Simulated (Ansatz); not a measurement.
**Structures of Cd$_{2}$Ga: which is lowest?**

Plane-wave DFT in Ansatz with scalar-relativistic PAW potentials, cutoff 420 eV, Γ-centred meshes chosen by cell and gap, Gaussian smearing with energies taken to zero width. Every cell was relaxed (cell and atoms) in a run of its own, within the symmetry of its start. Functional: PBE.

Relaxed structures (starts from databases or built by putting these elements on another compound's sites):
A. P6/mmm, 3 atoms in the computed cell, a = 5.103 Å, c = 3.054 Å; sites (symmetry × multiplicity) Cd -6m2 × 2, Ga 6/mmm × 1; start: built
B. I4/mmm, 3 atoms in the computed cell, a = 3.926 Å, c = 8.691 Å; sites (symmetry × multiplicity) Cd 4mm × 4, Ga 4/mmm × 2; start: built

Q: Rank them by energy. Could pressure change the order?

A:
| structure | group | E − E(lowest) (meV/atom) | V (Å³/atom) | gap on mesh (eV) |
| --- | --- | --- | --- | --- |
| B | I4/mmm | 0.0 | 22.33 | 0.00 |
| A | P6/mmm | 30 | 22.96 | 0.00 |

B is lowest, 30 meV/atom under A. The lowest is also the densest of these, so pressure wouldn't bring one of the others in at first order. Other structures may lie lower than all of these, and vibrations aren't counted.